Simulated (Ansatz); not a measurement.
InP (zinc blende), conventional cell a = 5.9598 Å, b = 5.9598 Å, c = 5.9598 Å, α = 90.00°, β = 90.00°, γ = 90.00°. The calculation uses the primitive cell of 2 atoms, to which meshes and values per cell refer.

E(V) scan at fixed shape, V₀ the volume above. Symmetry pins the atoms to their sites.

Computed with PBE (plane waves to 420 eV, PAW, scalar-relativistic; Ansatz, a first-principles code). k mesh 10×10×10 (Γ-centred), Fermi-Dirac smearing 0.05 eV. E stands for the smeared free energy. Compression counts positive. InP was relaxed with its symmetry unable to fall. The PAW data are Ansatz's earlier set. The zero of ΔE is the relaxed starting cell.

```json
[
 {"V (Å³/atom)": "22.227", "ΔE (kJ/mol of atoms)": "16.82", "P (GPa)": "15.5"},
 {"V (Å³/atom)": "23.286", "ΔE (kJ/mol of atoms)": "8.68", "P (GPa)": "10.2"},
 {"V (Å³/atom)": "24.344", "ΔE (kJ/mol of atoms)": "3.55", "P (GPa)": "6.0"},
 {"V (Å³/atom)": "25.402", "ΔE (kJ/mol of atoms)": "0.82", "P (GPa)": "2.7"},
 {"V (Å³/atom)": "26.461", "ΔE (kJ/mol of atoms)": "0.00", "P (GPa)": "0.0"},
 {"V (Å³/atom)": "27.519", "ΔE (kJ/mol of atoms)": "0.70", "P (GPa)": "-2.1"},
 {"V (Å³/atom)": "28.578", "ΔE (kJ/mol of atoms)": "2.61", "P (GPa)": "-3.8"},
 {"V (Å³/atom)": "29.636", "ΔE (kJ/mol of atoms)": "5.47", "P (GPa)": "-5.1"},
 {"V (Å³/atom)": "30.695", "ΔE (kJ/mol of atoms)": "9.07", "P (GPa)": "-6.2"}
]
```

Derived quantities:

```
Quantity                                                    Value
-------------------------------------------------  --------------
Pressure at the smallest volume                          15.5 GPa
Energy cost of the largest compression             174.4 meV/atom
Energy cost of the largest expansion                94.0 meV/atom
Bulk modulus B₀ (third-order Birch-Murnaghan fit)        59.1 GPa
Pressure derivative B₀′ (fit)                                 4.7
Equilibrium volume of the fit                       26.46 Å³/atom
Pressure for 5 % compression (fit)                        3.4 GPa
```

(Under strain, the slope of the energy per volume gives the stress and its curvature an elastic modulus.)
